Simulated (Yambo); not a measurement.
Absorption of K2OsCl4O2 (space group I4/mmm, No. 139) with and without the electron-hole interaction (Yambo, PBEsol bands; 4×4×4 mesh, 18 valence and 7 conduction bands, static screening with 122 bands and a 3 Ry block, scissor 3.01 eV, Tamm-Dancoff; field along x). Axes are Cartesian, with cell vectors (Å) (-3.61, 3.61, 4.39), (3.61, -3.61, 4.39), (3.61, 3.61, -4.39).

```json
[
 {"E (eV)": "1.20", "Im ε, BSE": "0.02", "Im ε, independent quasiparticles": "0.01"},
 {"E (eV)": "1.30", "Im ε, BSE": "0.02", "Im ε, independent quasiparticles": "0.01"},
 {"E (eV)": "1.40", "Im ε, BSE": "0.02", "Im ε, independent quasiparticles": "0.01"},
 {"E (eV)": "1.50", "Im ε, BSE": "0.02", "Im ε, independent quasiparticles": "0.01"},
 {"E (eV)": "1.60", "Im ε, BSE": "0.02", "Im ε, independent quasiparticles": "0.01"},
 {"E (eV)": "1.70", "Im ε, BSE": "0.02", "Im ε, independent quasiparticles": "0.01"},
 {"E (eV)": "1.80", "Im ε, BSE": "0.03", "Im ε, independent quasiparticles": "0.02"},
 {"E (eV)": "1.90", "Im ε, BSE": "0.03", "Im ε, independent quasiparticles": "0.02"},
 {"E (eV)": "2.00", "Im ε, BSE": "0.03", "Im ε, independent quasiparticles": "0.02"},
 {"E (eV)": "2.10", "Im ε, BSE": "0.03", "Im ε, independent quasiparticles": "0.02"},
 {"E (eV)": "2.20", "Im ε, BSE": "0.03", "Im ε, independent quasiparticles": "0.02"},
 {"E (eV)": "2.30", "Im ε, BSE": "0.04", "Im ε, independent quasiparticles": "0.02"},
 {"E (eV)": "2.40", "Im ε, BSE": "0.04", "Im ε, independent quasiparticles": "0.02"},
 {"E (eV)": "2.50", "Im ε, BSE": "0.05", "Im ε, independent quasiparticles": "0.02"},
 {"E (eV)": "2.60", "Im ε, BSE": "0.06", "Im ε, independent quasiparticles": "0.02"},
 {"E (eV)": "2.70", "Im ε, BSE": "0.08", "Im ε, independent quasiparticles": "0.02"},
 {"E (eV)": "2.80", "Im ε, BSE": "0.12", "Im ε, independent quasiparticles": "0.02"},
 {"E (eV)": "2.90", "Im ε, BSE": "0.20", "Im ε, independent quasiparticles": "0.02"},
 {"E (eV)": "3.00", "Im ε, BSE": "0.31", "Im ε, independent quasiparticles": "0.02"},
 {"E (eV)": "3.10", "Im ε, BSE": "0.26", "Im ε, independent quasiparticles": "0.03"},
 {"E (eV)": "3.20", "Im ε, BSE": "0.17", "Im ε, independent quasiparticles": "0.03"},
 {"E (eV)": "3.30", "Im ε, BSE": "0.12", "Im ε, independent quasiparticles": "0.03"},
 {"E (eV)": "3.40", "Im ε, BSE": "0.10", "Im ε, independent quasiparticles": "0.03"},
 {"E (eV)": "3.50", "Im ε, BSE": "0.09", "Im ε, independent quasiparticles": "0.03"},
 {"E (eV)": "3.60", "Im ε, BSE": "0.09", "Im ε, independent quasiparticles": "0.03"},
 {"E (eV)": "3.70", "Im ε, BSE": "0.10", "Im ε, independent quasiparticles": "0.03"},
 {"E (eV)": "3.80", "Im ε, BSE": "0.12", "Im ε, independent quasiparticles": "0.04"},
 {"E (eV)": "3.90", "Im ε, BSE": "0.14", "Im ε, independent quasiparticles": "0.04"},
 {"E (eV)": "4.00", "Im ε, BSE": "0.17", "Im ε, independent quasiparticles": "0.04"},
 {"E (eV)": "4.10", "Im ε, BSE": "0.23", "Im ε, independent quasiparticles": "0.04"},
 {"E (eV)": "4.20", "Im ε, BSE": "0.31", "Im ε, independent quasiparticles": "0.05"},
 {"E (eV)": "4.30", "Im ε, BSE": "0.47", "Im ε, independent quasiparticles": "0.05"},
 {"E (eV)": "4.40", "Im ε, BSE": "0.71", "Im ε, independent quasiparticles": "0.05"},
 {"E (eV)": "4.50", "Im ε, BSE": "1.09", "Im ε, independent quasiparticles": "0.06"},
 {"E (eV)": "4.60", "Im ε, BSE": "1.34", "Im ε, independent quasiparticles": "0.06"},
 {"E (eV)": "4.70", "Im ε, BSE": "1.00", "Im ε, independent quasiparticles": "0.07"},
 {"E (eV)": "4.80", "Im ε, BSE": "0.74", "Im ε, independent quasiparticles": "0.08"},
 {"E (eV)": "4.90", "Im ε, BSE": "0.66", "Im ε, independent quasiparticles": "0.09"},
 {"E (eV)": "5.00", "Im ε, BSE": "0.72", "Im ε, independent quasiparticles": "0.10"},
 {"E (eV)": "5.10", "Im ε, BSE": "0.89", "Im ε, independent quasiparticles": "0.11"},
 {"E (eV)": "5.20", "Im ε, BSE": "0.80", "Im ε, independent quasiparticles": "0.12"},
 {"E (eV)": "5.30", "Im ε, BSE": "0.62", "Im ε, independent quasiparticles": "0.13"},
 {"E (eV)": "5.40", "Im ε, BSE": "0.61", "Im ε, independent quasiparticles": "0.15"},
 {"E (eV)": "5.50", "Im ε, BSE": "0.62", "Im ε, independent quasiparticles": "0.18"},
 {"E (eV)": "5.60", "Im ε, BSE": "0.60", "Im ε, independent quasiparticles": "0.20"},
 {"E (eV)": "5.70", "Im ε, BSE": "0.62", "Im ε, independent quasiparticles": "0.24"},
 {"E (eV)": "5.80", "Im ε, BSE": "0.71", "Im ε, independent quasiparticles": "0.30"},
 {"E (eV)": "5.90", "Im ε, BSE": "0.96", "Im ε, independent quasiparticles": "0.40"},
 {"E (eV)": "6.00", "Im ε, BSE": "1.07", "Im ε, independent quasiparticles": "0.58"},
 {"E (eV)": "6.10", "Im ε, BSE": "0.99", "Im ε, independent quasiparticles": "0.92"},
 {"E (eV)": "6.20", "Im ε, BSE": "0.96", "Im ε, independent quasiparticles": "1.30"},
 {"E (eV)": "6.30", "Im ε, BSE": "0.97", "Im ε, independent quasiparticles": "1.32"},
 {"E (eV)": "6.40", "Im ε, BSE": "1.09", "Im ε, independent quasiparticles": "1.33"},
 {"E (eV)": "6.50", "Im ε, BSE": "1.27", "Im ε, independent quasiparticles": "1.66"},
 {"E (eV)": "6.60", "Im ε, BSE": "1.48", "Im ε, independent quasiparticles": "2.29"},
 {"E (eV)": "6.70", "Im ε, BSE": "1.69", "Im ε, independent quasiparticles": "3.12"},
 {"E (eV)": "6.80", "Im ε, BSE": "2.16", "Im ε, independent quasiparticles": "3.66"},
 {"E (eV)": "6.90", "Im ε, BSE": "3.08", "Im ε, independent quasiparticles": "3.86"},
 {"E (eV)": "7.00", "Im ε, BSE": "4.57", "Im ε, independent quasiparticles": "3.71"},
 {"E (eV)": "7.10", "Im ε, BSE": "6.26", "Im ε, independent quasiparticles": "3.16"},
 {"E (eV)": "7.20", "Im ε, BSE": "6.26", "Im ε, independent quasiparticles": "2.53"},
 {"E (eV)": "7.30", "Im ε, BSE": "3.87", "Im ε, independent quasiparticles": "1.95"},
 {"E (eV)": "7.40", "Im ε, BSE": "2.39", "Im ε, independent quasiparticles": "1.52"},
 {"E (eV)": "7.50", "Im ε, BSE": "1.65", "Im ε, independent quasiparticles": "1.23"},
 {"E (eV)": "7.60", "Im ε, BSE": "1.41", "Im ε, independent quasiparticles": "1.03"},
 {"E (eV)": "7.70", "Im ε, BSE": "1.38", "Im ε, independent quasiparticles": "0.86"},
 {"E (eV)": "7.80", "Im ε, BSE": "1.30", "Im ε, independent quasiparticles": "0.76"},
 {"E (eV)": "7.90", "Im ε, BSE": "1.22", "Im ε, independent quasiparticles": "0.75"},
 {"E (eV)": "8.00", "Im ε, BSE": "1.28", "Im ε, independent quasiparticles": "0.85"},
 {"E (eV)": "8.10", "Im ε, BSE": "1.47", "Im ε, independent quasiparticles": "1.08"}
]
```

The scissor comes from a G0W0 run whose convergence isn't established. Broadening 0.15 eV. The band window holds all transitions up to 9.9 eV. Fine structure above the onset can come from the mesh.

Without spin-orbit coupling, band edges of such heavy elements can be off by tenths of an eV.

Geometry of the Materials Project entry, not relaxed at this level; primitive cell a = b = c = 6.739 Å, α = β = 115.16°, γ = 98.61°.
